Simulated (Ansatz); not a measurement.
**HfSi3O8 (P-4) at 2 levels of theory**

One geometry, relaxed with PBE; plane waves with PAW potentials in Ansatz, scalar-relativistic. No spin polarisation. Gaps are the least over mesh and band path; pressure is positive in compression.

```
CELL_PARAMETERS angstrom
5.32283 0.00000 0.00000
0.00000 5.32283 0.00000
0.00000 0.00000 7.93651
ATOMIC_POSITIONS crystal
Hf 0.50000 0.50000 0.50000
Si 0.00000 0.00000 0.00000
Si 0.50000 0.00000 0.77814
Si 0.00000 0.50000 0.22186
O 0.42269 0.76876 0.65548
O 0.93040 0.25162 0.10908
O 0.74838 0.93040 0.89092
O 0.23124 0.42269 0.34452
O 0.57731 0.23124 0.65548
O 0.06960 0.74838 0.10908
O 0.25162 0.06960 0.89092
O 0.76876 0.57731 0.34452
```

| level | cutoff (eV) | k mesh | gap (eV) | pressure (GPa) |
| --- | --- | --- | --- | --- |
| PBE | 420 | 4×4×4 | 4.91 | 0.0 |

Q: What comes out on the same cell with r2SCAN?

A:
| level | cutoff (eV) | k mesh | gap (eV) | pressure (GPa) |
| --- | --- | --- | --- | --- |
| r2SCAN | 500 | 4×4×4 | 5.47 | -3.2 |

Spin-orbit coupling matters for the bands of heavy elements and is left out.

The structure comes from a generated guess; another structure or a mixture of phases may lie lower.
